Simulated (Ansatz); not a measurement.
Relaxed-ion elastic tensor of ZnGaNO in space group Pmc2_1 (No. 26; Zn on 2b, Ga on 2a, N on 2a, O on 2b) in GPa (Voigt order), the program Ansatz at the PBEsol level (PAW); density 5.87 g/cm³, 11.67 Å³ per atom.

|  | 1 | 2 | 3 | 4 | 5 | 6 |
|---|---|---|---|---|---|---|
| 1 | 255 | 123 | 98.5 | 0.0 | 0.0 | 0.0 |
| 2 | 123 | 243 | 87.1 | 0.0 | 0.0 | 0.0 |
| 3 | 98.5 | 87.1 | 279 | 0.0 | 0.0 | 0.0 |
| 4 | 0.0 | 0.0 | 0.0 | 45.3 | 0.0 | 0.0 |
| 5 | 0.0 | 0.0 | 0.0 | 0.0 | 56.6 | 0.0 |
| 6 | 0.0 | 0.0 | 0.0 | 0.0 | 0.0 | 64.0 |

Task: Is the crystal mechanically stable?

Result: Yes: the smallest eigenvalue of C is 45.3 GPa.

Task: Work out the Voigt, Reuss and Hill averages.

Result: K_V = 155, K_R = 155, K_H = 155; G_V = 64.4, G_R = 61.0, G_H = 62.7 GPa.

Task: Give Young's modulus, Poisson's ratio, Pugh's ratio and the universal anisotropy index.

Result: E = 9KG/(3K + G) = 166 GPa; ν = 0.32; K/G = 2.47 (ductile by the Pugh limit of 1.75); A_U = 5G_V/G_R + K_V/K_R − 6 = 0.28.

Task: Estimate the sound speeds and the Debye temperature.

Result: v_l = √((K + 4G/3)/ρ) = 6370 m/s, v_t = √(G/ρ) = 3270 m/s, mean 3660 m/s; Θ = (h/k)(3n/4πV)^(1/3) v_m = 480 K.

Task: Solve the Christoffel equation for the three sound speeds along x, y, z.

Result: Eigenvalues of C_ijkl n_j n_l equal ρv² (piezoelectric stiffening left out). In km/s, slowest first: x 3.11, 3.30, 6.59; y 2.78, 3.30, 6.43; z 2.78, 3.11, 6.89.

Task: How much does each axis shrink under pressure?

Result: Linear compressibilities β_i = Σ_j S_ij (j = 1 to 3): x 2.0, y 2.4, z 2.2 per TPa.

The workflow started from a Materials Project entry (that database holds measured and hypothetical structures alike); the Crystallography Open Database copy checked does not list it. Whether it is the stable phase at ambient conditions was not checked. The PBEsol relaxation kept the symmetry of its start; its stability against distortions is not shown here.

Potentials: the later of the program's two PAW sets.
